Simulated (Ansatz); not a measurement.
**TiO2: field gradients at two levels of theory**

Cell: an entry of the Crystallography Open Database (COD) whose atoms were relaxed with PBE, the cell held.

Space group Pbca (No. 61); a = 5.1450, b = 9.1850, c = 5.4470 Å.

| site | Wyckoff | site symmetry | x | y | z |
| --- | --- | --- | --- | --- | --- |
| Ti | 8c | 1 | 0.1386 | 0.1290 | 0.9056 |
| O9 | 8c | 1 | 0.4646 | 0.2299 | 0.8912 |
| O17 | 8c | 1 | 0.8160 | 0.0098 | 0.8506 |

One atom of each set is listed.

First run. Level of theory: DFT, PBE, plane waves and PAW, scalar-relativistic, 420 eV cutoff, Γ-centred 5×3×5 k-points, Fermi–Dirac smearing 0.02 eV (Ansatz 0.2.0).

```
site  V_zz (10²¹ V/m²)     η
  Ti              1.96  0.85
  O9             -2.39  0.84
 O17              1.99  0.86
```

Second run. The same atoms and settings, except that the functional is LDA.

Q: Given the first result, estimate the second.

A: 

```
site   V_zz     η  change of V_zz
  Ti   1.96  0.84            0.00
  O9  -2.12  0.86           +0.27
 O17   1.71  0.76           -0.28
```

The largest change of V_zz is on O17, from 1.99 to 1.71. In per cent, |V_zz| changes by 0 on Ti, -14 to -12 on O (all sites that start above 0.5).

For the first run: At this cell the principal stresses reach 5 GPa in size with PBE, which can matter for small gradients.
For the second run: At this cell the LDA pressure is -8 GPa, so with LDA the cell would shrink if it were relaxed.
